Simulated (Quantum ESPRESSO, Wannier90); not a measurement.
**Tight-binding from DFT: BeS (zinc blende)**

```xyz
2
Lattice="0.0000 2.4352 2.4352 2.4352 0.0000 2.4352 2.4352 2.4352 0.0000" Properties=species:S:1:pos:R:3 pbc="T T T"
Be     0.0000     0.0000     0.0000
S      1.2176     1.2176     1.2176
```

Materials Project entry mp-422; symmetrised, unrelaxed at this level. COD (Crystallography Open Database) has an entry of this formula and space group (matched by these alone). Method: PBEsol plane waves in Quantum ESPRESSO 7.5 (PseudoDojo norm-conserving files, 71 Ry, no spin polarisation, no spin-orbit coupling), Bloch states on a 12×12×12 mesh through Γ, Wannier90 4.0.1. Density: 12×12×12 mesh, cold smearing 0.01 Ry.

The plane-wave run has 16 bands and 10 electrons a cell. On the energy scale of pw.x, whose zero is arbitrary, the valence-band maximum lies at 5.35 eV.

Isolated groups of bands, relative to the valence-band maximum (bands from 6 on overlap up to the last one computed):

```tsv
bands	from (eV)	to (eV)	filling	weight on atomic waves
1	-98.13	-98.13	filled	Be 1s 99 %
2	-13.63	-11.44	filled	S 3s 84 %, Be 2s 14 %
3–5	-5.77	0.00	filled	S 3p 87 %, Be 2s 6 %
```

Input w.win, without the blocks of cell, atoms and k-points (1728 lines):

```
num_bands = 15
num_wann = 8
exclude_bands = 1
num_iter = 800
conv_tol = 1.0e-6
conv_window = 4
dis_num_iter = 1000
dis_conv_tol = 1.0e-6
dis_froz_max = 9.81
dis_win_max = 16.95
write_hr = true
write_u_matrices = true
begin projections
Be: s;p
S: s;p
end projections
mp_grid = 12 12 12
```

wannier90.x stops with:
```
dis_windows: Energy window contains fewer states than number of target WFs
```
At some k-point the outer window holds fewer bands than num_wann, so no subspace of that size can be extracted. Mended as below, all else unchanged, the run goes through (Ω_I = 7.7 Å²) and follows the plane-wave bands to 6.5 meV rms (states up to 4.0 eV relative to the valence-band maximum).
Remove the line dis_win_max = 16.95.
